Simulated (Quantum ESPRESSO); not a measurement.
Space group C2/m (No. 12); a = 8.3081 Å, b = 5.2567 Å, c = 7.8412 Å, α = 90.00°, β = 94.13°, γ = 90.00°

| atom | site | symmetry | x | y | z |
|---|---|---|---|---|---|
| O | 4i | m | 0.3136 | 0.0000 | 0.3883 |
| O | 8j | 1 | 0.4723 | 0.2407 | 0.1797 |
| O | 4i | m | 0.2260 | 0.0000 | 0.0652 |
| P | 4i | m | 0.3666 | 0.0000 | 0.2056 |
| Ti | 2a | 2/m | 0.0000 | 0.0000 | 0.0000 |
| Ba | 2c | 2/m | 0.5000 | 0.5000 | 0.5000 |
(The calculation used a cell of 12 atoms; values per cell refer to that cell.)

The geometry is that of Materials Project entry mp-1214296, symmetrised and not relaxed again.

Question: What does norm-conserving LDA (Quantum ESPRESSO, 84 Ry, scalar-relativistic) give for the electronic structure near the Fermi level?

Answer: The LDA gap is indirect, 2.61 eV, from Z to Γ; the smallest direct gap is 2.65 eV. Another conduction extremum on the path lies within 0.02 eV, too close to call. 

The structure is a Materials Project entry; no match was found in the copy of COD used, and its stability was not checked.
